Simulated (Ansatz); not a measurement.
# SrB: relaxation (Ansatz)

The command:

```bash
ansatz run input.yaml --threads 2 --pin off --max-ram 2560MiB --backend cpu --events-out ev --progress --plain --runs-dir out
```

Input:

```yaml
crystal:
  lattice:
    - [4.470488, 0.0, 0.0]
    - [2.235244, -5.243337, 0.0]
    - [0.0, 0.0, -3.73929]
  atoms:
    - { symbol: Sr, position: [0.36, 0.28, 0.75] }
    - { symbol: Sr, position: [0.64, 0.72, 0.25] }
    - { symbol: B, position: [0.066, 0.868, 0.75] }
    - { symbol: B, position: [0.934, 0.132, 0.25] }
  symmetry: { tolerance: 0.0003 }
kpoints:
  mp_grid: { grid: [6, 6, 6], shift: [0, 0, 0] }
magnetization:
  spin_polarized: false
scf:
  occupations: { method: cold, width: 0.0103 }
  lower_state_search: "off"
hamiltonian:
  pseudopotentials: { kind: paw }
  xc: pbe
basis:
  ecutwfc: 420
  fft_grid_basis: typed
relax:
  max_steps: 40
output:
  forces: true
  stress: true
  eigenvalues: true
  bader: true
  populations: true
  elf: true
  write_potential: true
  volumetric_format: npy
  dos:
    e_range: [-12, 8]
    de: 0.05
    projected: { site_lists: { B: [B], Sr: [Sr] } }
  write_density: true
checkpoint:
  read: saved_state
```

Origin of the cell: a known structure type with other elements, at an estimated volume, so it need not be a known compound.

The saved state is a converged single point of the same cell.

Steps:

```csv
step,ΔF (meV/atom),max force component (eV/Å),SCF iterations,step was
1,0.0,2.097,8,accepted
2,-201.4,1.562,6,accepted
3,-279.2,0.338,7,accepted
4,-270.3,0.591,6,rejected
5,-283.9,0.017,7,accepted
6,-283.9,0.001,5,accepted
```

The starting structure.

Space group Cmcm (No. 63); the run's cell has a = 4.470 Å, b = 5.700 Å, c = 3.739 Å, α = 90.00°, β = 90.00°, γ = 66.91°. Shortest distances: B–B 2.33 Å, B–Sr 3.02 Å, Sr–Sr 3.48 Å.

After:

Space group Cmcm (No. 63); the run's cell has a = 4.470 Å, b = 5.700 Å, c = 3.739 Å, α = 90.00°, β = 90.00°, γ = 66.91°. Shortest distances: B–B 1.95 Å, B–Sr 2.85 Å, Sr–Sr 3.51 Å.

```yaml
crystal:
  lattice:
    - [4.47049, 0.00000, 0.00000]
    - [2.23524, -5.24334, 0.00000]
    - [0.00000, 0.00000, -3.73929]
  atoms:
    - { symbol: Sr, position: [0.35810, 0.28381, 0.75000] }
    - { symbol: Sr, position: [0.64190, 0.71619, 0.25000] }
    - { symbol: B, position: [0.02608, 0.94785, 0.75000] }
    - { symbol: B, position: [0.97392, 0.05215, 0.25000] }
```

```yaml
Free_energy_lowered_by: 283.9 meV/atom
Final_pressure: -3.99 GPa
Relaxation_steps_listed: 6
Gap_on_the_mesh: none (metal)
```

Caveats: the SCF threshold is looser than advised for a stress; the relaxation held the start's symmetry, so the end may be a saddle point.

Time: 47 s on 2 threads of Intel(R) Xeon(R) Platinum 8259CL CPU @ 2.50GHz (Skylake/Cascade Lake), on a shared host, peak memory 0.45 GiB, from a saved density.
